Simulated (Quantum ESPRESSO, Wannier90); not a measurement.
Wannierisation of MoF6 (Im-3m)

```
MoF6
1.0
   -3.16735     3.16735     3.16735
    3.16735    -3.16735     3.16735
    3.16735     3.16735    -3.16735
Mo F
1 6
Cartesian
  0.00000   0.00000   0.00000
  0.00000   0.00000  -1.83282
  0.00000   0.00000   1.83282
 -1.83282   0.00000   0.00000
  1.83282   0.00000   0.00000
  0.00000  -1.83282   0.00000
  0.00000   1.83282   0.00000
```

Structure: Materials Project mp-558836, symmetrised, not relaxed again. Not found in the COD (Crystallography Open Database) copy used, which has the formula in other groups; not checked further. Level: PBEsol, no spin polarisation, no spin-orbit coupling; pw.x of Quantum ESPRESSO at 68 Ry with PseudoDojo potentials, 4×4×4 k-points, Wannier90. Density: 8×8×8 mesh, cold smearing 0.01 Ry.

Base run: 23 functions from bands 11-49 of the 49 computed, start hydrogen-like Mo: d; F: p, centres 0.05 Å off the atoms, frozen window up to 5.79 eV relative to the valence-band maximum, outer window open. Rows change the key named; with other orbitals the number of functions and the frozen window follow, as listed; window edges are relative to the valence-band maximum. The misfit compares interpolated bands with pw.x on a high-symmetry path, for states up to 5.3 eV relative to the valence-band maximum. Converged means that the tolerances were met: symmetric starts can stop on a saddle, which shows as a larger Ω_OD at equal Ω_I and can move the misfit too.

Rows with other orbitals or bands describe another subspace, so their Ω_I can't be set against the base's. Runs that didn't settle are not listed.

| setting | orbitals | bands | functions | frozen to (eV) | Ω_I (Å²) | Ω_D (Å²) | Ω_OD (Å²) | rms misfit (meV) | worst (meV) | ended |
|---|---|---|---|---|---|---|---|---|---|---|
| base | Mo d, F p | 11-49 | 23 | 5.79 | 13.10 | 0.00 | 0.10 | 0.2 | 1.0 | converged |
| num_iter = 0 (projection only), orbitals on the atoms | Mo d, F p | 11-49 | 23 | 5.79 | 13.10 | 0.00 | 0.12 | 0.5 | 2.7 | no minimisation |
| atomic waves with projectability windows 0.01 and 0.95 | Mo 4d, Mo 5s, F 2p | 11-49 | 24 | 5.79 | 16.80 | 0.00 | 0.57 | 0.3 | 2.2 | converged |
| start: SCDM erfc with a higher mu, no disentanglement steps | Mo 4d, Mo 5s, F 2p | 11-49 | 24 | none | 21.51 | 0.13 | 0.96 | 4.3 | 38 | converged |
